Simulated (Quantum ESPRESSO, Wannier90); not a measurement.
**SrHfO3 (cubic perovskite): Wannier90 run**

```
CELL_PARAMETERS angstrom
      4.14121     0.00000     0.00000
      0.00000     4.14121     0.00000
      0.00000     0.00000     4.14121
ATOMIC_POSITIONS crystal
  Sr 0.50000 0.50000 0.50000
  Hf 0.00000 0.00000 0.00000
  O  0.00000 0.50000 0.00000
  O  0.50000 0.00000 0.00000
  O  0.00000 0.00000 0.50000
```

Cell from Materials Project (mp-4551), symmetrised, no further relaxation. COD (Crystallography Open Database) records the formula in this space group. Ideal cubic forms of this type are often high-temperature phases that distort on cooling; symmetry holds the cell here, and its stability was not tested. Method: PBEsol plane waves in Quantum ESPRESSO 7.5 (PseudoDojo norm-conserving files, 68 Ry, spinors with spin-orbit coupling), Bloch states on a 6×6×6 mesh through Γ, Wannier90 4.0.1. Density: 8×8×8 mesh, cold smearing 0.01 Ry.

The plane-wave run has 76 bands and 40 electrons a cell. On the energy scale of pw.x, whose zero is arbitrary, the valence-band maximum lies at 8.93 eV.

Isolated groups of bands, relative to the valence-band maximum (bands from 41 on overlap up to the last one computed):

| bands | from (eV) | to (eV) | filling | weight on atomic waves |
|---|---|---|---|---|
| 1–2 | -59.56 | -59.56 | filled | Hf 5s 97 % |
| 3–4 | -34.04 | -34.00 | filled | Hf 5p 98 % |
| 5–6 | -33.23 | -33.20 | filled | Sr 4s 97 % |
| 7–10 | -26.61 | -26.38 | filled | Hf 5p 94 % |
| 11–22 | -17.03 | -14.46 | filled | Sr 4p 49 %, O 2s 41 %, Hf 5d 5 % |
| 23–40 | -4.48 | 0.00 | filled | O 2p 84 %, Hf 5d 10 % |

Input w.win, without the blocks of cell, atoms and k-points (216 lines):

```
num_bands = 54
num_wann = 28
exclude_bands = 1-22
spinors = true
num_iter = 1000
conv_tol = 1.0e-6
conv_window = 4
dis_num_iter = 1000
dis_conv_tol = 1.0e-6
dis_froz_max = 14.83
write_hr = true
write_u_matrices = true
begin projections
f=0.00031,-0.00579,-0.01059: d
f=-0.00751,0.50910,0.00259: p
f=0.49783,0.01151,0.00293: p
f=0.01035,0.00299,0.49455: p
end projections
mp_grid = 6 6 6
```

wannier90.x stops with:
```
dis_windows: More states in the frozen window than target WFs
```
At some k-point more bands lie below dis_froz_max than there are Wannier functions, and every frozen state has to fit into the subspace. Mended as below, all else unchanged, the run goes through (Ω_I = 35.1 Å²) and follows the plane-wave bands to 48 meV rms (states up to 4.6 eV relative to the valence-band maximum).
```
dis_froz_max = 13.83
```
